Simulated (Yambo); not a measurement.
G0W0@PBEsol for LiCa$_{2}$CuN$_{2}$ (space group P4_2/mnm, No. 136) in Yambo. Reference settings: 2×2×2 Γ-centred k mesh, bands 11 to 288 and a 7 Ry block in the screening, 288 bands in G with the Bruneval-Gonze terminator, plasmon pole fitted at 27.2 eV. The PBEsol gap Γ → Γ on this mesh is 0.97 eV; G0W0 gaps are taken between the same points.

The settings were changed. The gap went from 1.47 eV to 1.29 eV, and the shift of the valence edge from -0.24 eV to 0.37 eV.

Task: Name the change that produced these shifts.
A. pole fitted at 15 eV
B. 122 bands in G, no terminator
C. 193 bands in G, no terminator
D. 2×2×1 mesh

Result: B, 122 bands in G, no terminator. The others gave (gap, valence shift): pole fitted at 15 eV: 1.51, -0.18 eV; 193 bands in G, no terminator: 1.32, 0.11 eV; 2×2×1 mesh: 1.37, -0.15 eV.

Geometry of the Materials Project entry, not relaxed at this level; primitive cell a = b = 5.304 Å, c = 6.629 Å, α = β = γ = 90.00°.

The structure is a Materials Project entry; no match was found in the copy of COD used, and its stability was not checked.

A shift is the quasiparticle energy of the state minus its PBEsol energy.
